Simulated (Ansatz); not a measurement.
ScPd (CsCl type)

```yaml
crystal:
  lattice:
    - [3.22988, 0.00000, 0.00000]
    - [0.00000, 3.22988, 0.00000]
    - [0.00000, 0.00000, 3.22988]
  atoms:
    - { symbol: Sc, position: [0.50000, 0.50000, 0.50000] }
    - { symbol: Pd, position: [0.00000, 0.00000, 0.00000] }
```

The slice is a {210} plane (indices of the conventional cell) through the point (0.000, 0.000, 0.000) (fractional), spanned by u = [100] and v = [021] in vectors of this cell: u (3.23 Å) and v (7.22 Å, at 90° to u). It covers one period; positions are fractions (u, v).

Method: LDA (plane waves to 420 eV, PAW, scalar-relativistic; Ansatz, a first-principles code). k mesh 14×14×14. These are valence fields of a PAW run, semicore shells included where kept as valence: close to a nucleus they are smooth pseudo fields. ScPd is run without spin polarisation. ScPd was relaxed with its symmetry unable to fall.

Task: Sketch the electron localisation function (ELF) on this plane as a map.

Result: 
```tsv
v \ u	0.00	0.14	0.29	0.43	0.57	0.71	0.86
0.88	0.37	0.30	0.29	0.26	0.26	0.29	0.30
0.75	0.35	0.21	0.12	0.45	0.45	0.12	0.21
0.62	0.34	0.26	0.11	0.27	0.27	0.11	0.26
0.50	0.30	0.34	0.33	0.16	0.16	0.33	0.34
0.38	0.34	0.26	0.11	0.27	0.27	0.11	0.26
0.25	0.35	0.21	0.12	0.45	0.45	0.12	0.21
0.12	0.37	0.30	0.29	0.26	0.26	0.29	0.30
0.00	x	x	0.34	0.27	0.27	0.34	x
```

Values: electron localisation function (ELF). Points within 0.5 Å of a nucleus are blanked (x), as the pseudised field means little there.
